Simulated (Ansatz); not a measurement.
Co₂Si under strain: Coordination and ⁵⁹Co quadrupole coupling

Cell: a COD entry, relaxed with PBE at fixed cell and then changed (z compressed by 3 %, ions relaxed).

```yaml
crystal:
  lattice:
    - [4.91800, 0.00000, 0.00000]
    - [0.00000, 3.73800, 0.00000]
    - [0.00000, 0.00000, 6.89573]
  atoms:
    - { symbol: Co, position: [0.96655, 0.75000, 0.21686] }
    - { symbol: Co, position: [0.03345, 0.25000, 0.78314] }
    - { symbol: Co, position: [0.53345, 0.25000, 0.71686] }
    - { symbol: Co, position: [0.46655, 0.75000, 0.28314] }
    - { symbol: Co, position: [0.82724, 0.75000, 0.56548] }
    - { symbol: Co, position: [0.17276, 0.25000, 0.43452] }
    - { symbol: Co, position: [0.67276, 0.25000, 0.06548] }
    - { symbol: Co, position: [0.32724, 0.75000, 0.93452] }
    - { symbol: Si, position: [0.29480, 0.75000, 0.60352] }
    - { symbol: Si, position: [0.70520, 0.25000, 0.39648] }
    - { symbol: Si, position: [0.20520, 0.25000, 0.10352] }
    - { symbol: Si, position: [0.79480, 0.75000, 0.89648] }
```

Atoms are numbered from 1 in the order listed; like atoms form one site, named after its first atom.

The numbers come from a DFT calculation in Ansatz (PBE, plane waves and PAW, scalar-relativistic, collinear spin, 420 eV cutoff, Γ-centred 9×12×6 k-points, Fermi–Dirac smearing 0.05 eV). Start moments as typed (μB): 3 on each Co, none on the rest.

Q(⁵⁹Co) = 420.0 mb.

Question: Order the Co environments from the weakest to the strongest quadrupole coupling.
A. Co5: 5 Si at 2.28–2.63 Å, 8 Co at 2.50–2.68 Å
B. Co1: 5 Si at 2.34–2.58 Å, 8 Co at 2.50–2.63 Å

Answer: B (10.2 MHz, η = 0.16), A (16.8 MHz, η = 0.29).

The run finds no gap above 0.1 eV (a metal, or nearly one), so the gradients can move by 10 % or more with the k-mesh. With these PAW files V_zz is typically within 2 to 3 % of all-electron values, but misses above 10 % occur on Co. The run lost most of its start moments on Co; a state with other moments may lie lower. The magnetic order is the one that the run reached from its start moments, not necessarily the measured one (the real compound may not order at all).
